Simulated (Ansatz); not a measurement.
SnO (P4/nmm): electronic heat capacity and spin susceptibility from the density of states

The calculation used Ansatz, DFT PBEsol+D3(BJ), scalar-relativistic, plane waves, PAW.

Plane waves to 420 eV, a k mesh through Γ of 12×12×10 on the computed 4-atom cell and Gaussian smearing (0.10 eV); no spin polarisation.

Relaxed cell: P4/nmm, a = 3.771 Å, b = 3.771 Å, c = 4.563 Å, α = 90.00°, β = 90.00°, γ = 90.00°, 4 atoms in the primitive cell.

The density of states at the Fermi level is 0.491 states/eV in the cell of 4 atoms (2 formula units; both spins, tetrahedra on a 18×18×15 mesh).

**Question.** What Sommerfeld coefficient and Pauli susceptibility does this give?

**Answer.** Per formula unit N(E_F) = 0.246 states/eV. γ = (π²/3) k_B² N(E_F) N_A = 2.357 mJ/(mol K²) per state/eV, so γ = 0.6 mJ/(mol K²), a mole of formula units. χ_P = μ_B² N(E_F) N_A = 3.23×10⁻⁵ emu/mol per state/eV gives 0.8×10⁻⁵ emu/mol. This is the bare band result: a measured γ of the same phase is as a rule larger by a factor 1 + λ from phonons and spin fluctuations, the spin part of χ is larger by the Stoner factor, and a measured χ also holds orbital and core terms. N(E_F) at one energy is sensitive to the mesh where the density of states has sharp peaks.

Cost: 1 run of about 1.5 core-minutes, on Arm Neoverse V1 (shared hosts).